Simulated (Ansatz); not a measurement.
Input file for Ansatz (an electronic-structure program):

Ansatz 0.2 input:
```yaml
crystal:
  lattice:
    - [0.0, 2.6059526059, 2.6059526059]
    - [2.6059526059, 0.0, 2.6059526059]
    - [2.6059526059, 2.6059526059, 0.0]
  atoms:
    - { symbol: Mo, position: [0.0, 0.0, 0.0] }
    - { symbol: W, position: [0.5, 0.5, 0.5] }
kpoints:
  mp_grid: { grid: [10, 10, 10] }
  band_path:
    path:
      - [[0.0, 0.0, 0.0], [0.5, 0.0, 0.5], [0.625, 0.25, 0.625]]  # Γ-X-U
      - [[0.375, 0.375, 0.75], [0.0, 0.0, 0.0], [0.5, 0.5, 0.5], [0.5, 0.25, 0.75], [0.5, 0.0, 0.5]]  # K-Γ-L-W-X
    npoints: 12
hamiltonian:
  xc: r2scan
  pseudopotentials: { azcp: { folder: ./paw }, kind: paw_fr }
magnetization: { noncollinear: true, spin_orbit: true }
scf:
  n_extra_bands: 12
  convergence: { dr2_threshold: 0.0000000001 }
  occupations: { method: gaussian, width: 0.05 }
output: { eigenvalues: true }
```

Output (shortened):

```
Pseudopotential: Mo, paw, valence charge 14
Pseudopotential: W, paw, valence charge 14
Functional definition: r2SCAN
non-collinear run that drives no moment, with spin-orbit …
Crystal: 2 atoms, lattice volume = 35.394 Å³
Basis set: ecut = 500 eV, 893 PW (Γ), exchange–correlation on 108×108×108 points (64 copies of the dense FFT grid, shifted against one another)
Bands: 40, of which v1, the nominal top of the filled ones, is band 28 counted from 1 (27 counted from 0)
Symmetry: 48 space group operations + 48 with time reversal
k-points: 47 of 1000
Projection manifold: j_resolved (fully-relativistic pseudo-atomic orbitals)
SCF iter   1: F=—  HF=-15333.363123 eV  |F-HF|=—  |Δ(HF+E_count)|=         —  Δρ=8.44e-2  dr2=3.06e0  dr2_τ=3.41e-2  dr2_m=0.00e0 (ungated)  ethr=3.10e-3  |M|=0.00e0 ∫|m|=0.00e0 μB  |m|>n=0.0e0 m-floor=0.0e0 τ_xc=0.0e0  β_m=0.30  ⟨swp⟩=6.7  Hψ=4470  notcnv=0  defer=16
preconditioner: auto → Kerker (q_TF=auto, 2.624 Å⁻¹)
spin=Noncollinear: Kerker preconditioning applied to the charge; magnetization (m_x, m_y, m_z) channels mix plain (no charge-response kernel on spin).
SCF iter   2: F=—  HF=-15333.032206 eV  |F-HF|=—  |Δ(HF+E_count)|=   3.31e-1  Δρ=4.98e-2  dr2=6.51e-1  dr2_τ=2.11e-2  dr2_m=0.00e0 (ungated)  ethr=3.10e-3  |M|=0.00e0 ∫|m|=0.00e0 μB  |m|>n=0.0e0 m-floor=0.0e0 τ_xc=0.0e0  β_m=0.41  ⟨swp⟩=2.5  Hψ=1548  notcnv=0  defer=234
SCF iter   3: F=—  HF=-15333.003240 eV  |F-HF|=—  |Δ(HF+E_count)|=   2.90e-2  Δρ=2.73e-2  dr2=1.68e-1  dr2_τ=3.52e-3  dr2_m=0.00e0 (ungated)  ethr=2.32e-3  |M|=0.00e0 ∫|m|=0.00e0 μB  |m|>n=0.0e0 m-floor=0.0e0 τ_xc=0.0e0  β_m=0.62  ⟨swp⟩=3.0  Hψ=1429  notcnv=0  defer=236
SCF iter   4: F=—  HF=-15333.022228 eV  |F-HF|=—  |Δ(HF+E_count)|=   1.90e-2  Δρ=5.00e-3  dr2=6.19e-3  dr2_τ=1.68e-4  dr2_m=0.00e0 (ungated)  ethr=6.01e-4  |M|=0.00e0 ∫|m|=0.00e0 μB  |m|>n=0.0e0 m-floor=0.0e0 τ_xc=0.0e0  β_m=0.81  ⟨swp⟩=2.0  Hψ=1542  notcnv=0  defer=236
SCF iter   5: F=—  HF=-15333.025481 eV  |F-HF|=—  |Δ(HF+E_count)|=   3.25e-3  Δρ=1.62e-3  dr2=1.51e-3  dr2_τ=3.10e-5  dr2_m=0.00e0 (ungated)  ethr=2.21e-5  |M|=0.00e0 ∫|m|=0.00e0 μB  |m|>n=0.0e0 m-floor=0.0e0 τ_xc=0.0e0  β_m=0.91  ⟨swp⟩=2.4  Hψ=1483  notcnv=0  defer=232
SCF iter   6: F=—  HF=-15333.025556 eV  |F-HF|=—  |Δ(HF+E_count)|=   7.48e-5  Δρ=3.07e-4  dr2=4.58e-5  dr2_τ=1.37e-7  dr2_m=0.00e0 (ungated)  ethr=5.39e-6  |M|=0.00e0 ∫|m|=0.00e0 μB  |m|>n=0.0e0 m-floor=0.0e0 τ_xc=0.0e0  β_m=0.95  ⟨swp⟩=2.1  Hψ=1008  notcnv=0  defer=232
SCF iter   7: F=—  HF=-15333.025591 eV  |F-HF|=—  |Δ(HF+E_count)|=   3.51e-5  Δρ=9.39e-5  dr2=3.24e-6  dr2_τ=7.66e-9  dr2_m=0.00e0 (ungated)  ethr=1.63e-7  |M|=0.00e0 ∫|m|=0.00e0 μB  |m|>n=0.0e0 m-floor=0.0e0 τ_xc=0.0e0  β_m=0.98  ⟨swp⟩=2.0  Hψ=1079  notcnv=0  defer=232
SCF iter   8: F=—  HF=-15333.025600 eV  |F-HF|=—  |Δ(HF+E_count)|=   9.60e-6  Δρ=1.44e-5  dr2=4.75e-8  dr2_τ=5.52e-10  dr2_m=0.00e0 (ungated)  ethr=1.16e-8  |M|=0.00e0 ∫|m|=0.00e0 μB  |m|>n=0.0e0 m-floor=0.0e0 τ_xc=0.0e0  β_m=0.99  ⟨swp⟩=2.1  Hψ=1163  notcnv=0  defer=232
SCF iter  10: F=-15333.025600 eV  HF=-15333.025600 eV  |F-HF|=6.37e-11  |Δ(HF+E_count)|=   1.04e-9  Δρ=3.31e-7  dr2=1.36e-11  dr2_τ=7.75e-13  dr2_m=0.00e0 (ungated)  ethr=1.00e-12  |M|=0.00e0 ∫|m|=0.00e0 μB  |m|>n=0.0e0 m-floor=0.0e0 τ_xc=0.0e0  ⟨swp⟩=7.2  Hψ=3524  notcnv=0
SCF 1 converged in 10 iterations: F = -15333.025600 eV  dr2 = 1.36e-11
NSCF: frozen V_eff on 74 k-points
SCF converged after 10 iterations
Magnetization: |M| = 0.0000 μB,  M = (+0.0000, +0.0000, +0.0000) μB
Absolute magnetization: 0.0000 μB (∫|m|)
  site 0: m = (+0.0000, +0.0000, +0.0000) μB, |m| = 0.0000 μB  (R = 1.07 Å)
  site 1: m = (+0.0000, +0.0000, +0.0000) μB, |m| = 0.0000 μB  (R = 1.07 Å)
Free energy (F): -15333.025600 eV
Harris-Foulkes:  -15333.025600 eV  (|F-HF|=6.37e-11)
Internal energy: -15333.023267 eV  (E = F + TS)
E sigma→0 (E₀):  -15333.024434 eV
Entropy (-TS):   -0.002333 eV (-1.167 meV/atom)
Fermi energy:    18.831151 eV
--- Per-component energies (eV) ---
  E_band       = -242.292053
  E_kinetic    = 845.088394
  E_local      = -1597.649860  (includes V_loc(G=0)·N_el)
  E_nonlocal   = 122.717361
  E_hartree    = 593.225560
  E_xc         = -419.435324
  E_vxc        = -496.118618  (∫ρ·V_xc dr)
  E_paw        = -11803.252040  (= ΣΔE_a)
  E_vpaw       = -332.582076  (= ΣTr[D̂ρ^β])
  E_aug_tail   = 0.000089  (compensation charges beyond the density's cutoff)
  E_vtau       = 29.801526  (kinetic-family band-sum trace: ∫τ·v_τ [+ j·A + Jᵃ·Aᵃ] dr)
  E_ewald      = -3072.884455
  E_core_change = -0.832993  (= ΣΔE_core)
  E_smearing   = -0.002333  (= −TS)
  E_closure    = 0.000000  (closes the sum)
  Σ components = -15333.025600   (vs F -15333.025600, Δ=0.00e0)
  [band-id]    e_kinetic+e_local+e_nonlocal+2·e_hartree+e_vxc+e_vpaw+e_augmentation_tail+e_vtau = -242.292064   (vs E_band -242.292053, Δ=-1.01e-5)
--- Band table (eV; the first three rows and the last of 47) ---
  k-point 0: bands = ["-56.8376", "-56.8376", "-43.8798", "-43.8798", "-27.6012", "-27.6012", "-18.9306", "-18.9306", "-18.1197", "-18.1197", "-18.1197", "-18.1197", "-16.2544", "-16.2544", "-16.2544", "-16.2544", "10.7992", "10.7992", "14.1560", "14.1560", …
  k-point 1: bands = ["-56.8371", "-56.8371", "-43.8799", "-43.8799", "-27.6014", "-27.6014", "-18.9382", "-18.9382", "-18.1082", "-18.1082", "-18.1044", "-18.1044", "-16.2855", "-16.2855", "-16.2798", "-16.2798", "11.0547", "11.0547", "14.3146", "14.3146", …
  k-point 2: bands = ["-56.8358", "-56.8358", "-43.8802", "-43.8802", "-27.6019", "-27.6019", "-18.9581", "-18.9581", "-18.0761", "-18.0761", "-18.0623", "-18.0623", "-16.3684", "-16.3684", "-16.3484", "-16.3484", "11.7870", "11.7870", "14.7199", "14.7199", …
  k-point 46: bands = ["-56.8311", "-56.8311", "-43.8764", "-43.8764", "-27.6284", "-27.6284", "-19.3615", "-19.3615", "-18.1454", "-18.1454", "-17.7630", "-17.7630", "-16.3903", "-16.3903", "-16.3198", "-16.3198", "14.2657", "14.2657", "14.9167", "14.9167", …
```

Cost: roughly 70 core-seconds on shared cores.

Space group Fm-3m (rock salt). The start of the workflow was typed in or built on a structure type; neither database checked (COD, Materials Project) lists it. Whether it is the stable phase at ambient conditions was not checked. The r²SCAN relaxation kept the symmetry of its start. At this level the phase is mechanically unstable. No spin polarisation was allowed. Its formation energy is positive at this level, so the cell may be metastable or incomplete.

Potentials: the earlier of the program's two PAW sets.

Ansatz is a plane-wave DFT program.
